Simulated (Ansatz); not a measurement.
### Question
Each is relaxed and computed with DFT-r²SCAN in the program Ansatz with PAW potentials. Which is the only one with a gap?
A. P2W, C2/m (P on 4i, P on 4i, W on 4i)
B. Zr3HRh, Pm-3m (Rh on 1a, Zr on 3c, H on 1b)
C. GaP, CsCl type
D. KPH2O4, Fdd2 (Pearson symbol oF64)

### Answer
D, KPH2O4, Fdd2 (Pearson symbol oF64). KPH2O4: gap 6.27 eV; Zr3HRh: metal; GaP: metal; P2W: metal. Constructed cells (a structure type filled with these elements, in neither database checked): GaP, CsCl type. Typed or built starts, not in the databases checked: Zr3HRh, Pm-3m (Rh on 1a, Zr on 3c, H on 1b). Not the usual ambient phase: GaP, CsCl type. Standing as an ambient phase not checked: KPH2O4, Fdd2 (Pearson symbol oF64); P2W, C2/m (P on 4i, P on 4i, W on 4i). Unstable at this level: Zr3HRh, Pm-3m (Rh on 1a, Zr on 3c, H on 1b); GaP, CsCl type. All cells were relaxed under the symmetry of their starts (and spin orders); stability against distortions was not tested throughout. Named crystals with no word on spin ran without spin polarisation. Spin–orbit coupling is left out wherever it is not named.

Potentials: the earlier of the program's two PAW sets. The files were generated under PBE; for other functionals the program regenerates the frozen cores, and for LDA and PBEsol the local potential too.
